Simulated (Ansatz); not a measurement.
SnO:
```
CELL_PARAMETERS angstrom
      0.00000     2.70490     2.70490
      2.70490     0.00000     2.70490
      2.70490     2.70490     0.00000
ATOMIC_POSITIONS crystal
  O  0.25000 0.25000 0.25000
  Sn 0.00000 0.00000 0.00000
```

Relaxed with r²SCAN. Special points in fractions of this cell's reciprocal vectors: Γ (0.000, 0.000, 0.000); X (0.500, 0.000, 0.500); U (0.625, 0.250, 0.625); K (0.375, 0.375, 0.750); L (0.500, 0.500, 0.500); W (0.500, 0.250, 0.750).

### Question
List the band energies nearest the Fermi level at these points for the program Ansatz at the r²SCAN with spin–orbit coupling level (PAW).

### Answer
In eV from the Fermi level; about four levels below and three above (degenerate sets whole), none deeper than 8.9 eV; points with the same levels are listed once.

```tsv
k	below	above
Γ	-3.94 -3.94 -3.94 -3.94	4.19 4.19 5.01 5.01 5.01 5.01
X	-0.55 -0.55 -0.10 -0.10	5.36 5.36 5.67 5.67
U	-4.92 -4.91 -0.29 -0.28	0.83 0.84 3.51
L	-4.36 -4.36 -2.39 -2.39	1.78 1.78 4.66 4.66
W	-5.61 -5.55 -5.49 -5.45	0.08 0.10 1.38
```

Space group F-43m (zinc blende). The start of the workflow was typed in or built on a structure type; neither database checked (COD, Materials Project) lists it. It is not the phase usual at ambient conditions (space group No. 129). Symmetry was held in the r²SCAN relaxation. At this level the phase is mechanically unstable. The volume moved by 18 % from the start of the relaxation.

Potentials: the later of the program's two PAW sets.
